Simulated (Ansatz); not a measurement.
Here is an unrelaxed guess for Zn3Se.

```
CELL_PARAMETERS angstrom
4.09444 0.00000 0.00000
0.00000 4.09444 0.00000
0.00000 0.00000 4.05236
ATOMIC_POSITIONS crystal
Zn 0.00000 0.50000 0.50000
Zn 0.50000 0.00000 0.50000
Zn 0.50000 0.50000 0.00000
Se 0.00000 0.00000 0.00000
```

Computed with DFT PBE, scalar-relativistic, plane waves, PAW (Ansatz 0.2.0). Settings: cutoff 420 eV, Γ-centred mesh 4×4×4 on the computed 4-atom cell, Gaussian smearing of 0.10 eV; no spin polarisation.

The zero of energy is the elements' standard structures at the same level; no fitted shifts are applied.

Question: What does a single point on this coarse mesh give?

Answer: The pressure is 2.6 GPa (the mean over three directions, positive in compression), the largest force is 0.00 eV/Å (symmetry fixes the atoms), and the energy is +0.10 eV/atom against the elements. The shortest distance is 2.88 Å.

Question: How much does it gain on relaxing, and where does it end?

Answer: Relaxing gains under 0.1 eV/atom (the start's value is from the coarse mesh, so the gain is rough) in 14 ionic steps and ends at +0.13 eV/atom on the finer mesh. The symmetry stays P4/mmm (No. 123). The volume per atom grows by 5.1 %, from 17.0 to 17.9 Å³. The shortest distance goes from 2.88 Å (Zn–Se and Zn–Zn) to 2.87 Å (Zn–Se and Zn–Zn). The ratio c/a of the conventional cell changes by a factor of 0.85. Conventional cell: a = 4.388 Å, c = 3.709 Å. Around Zn on a site of symmetry mmm lie 4 Se at 2.87 Å, 4 Zn at 2.87 Å and 4 Zn at 3.10 Å; Zn on a site of symmetry 4/mmm has 8 Zn at 2.87 Å and 4 Se at 3.10 Å; Se has 8 Zn at 2.87 Å and 4 Zn at 3.10 Å.

The last run used a 12×12×12 mesh for its 4-atom cell and Gaussian smearing of 0.10 eV. The reference form of Se is held partly by dispersion forces, which this level lacks. The relaxation can't lower the symmetry of the start. Symmetry constrained the relaxation, so the result can be a saddle point. Another cell of Zn3Se relaxed alike, in P6_3/mmc, lies 92 meV/atom lower, so this cell isn't the stable form at this level.
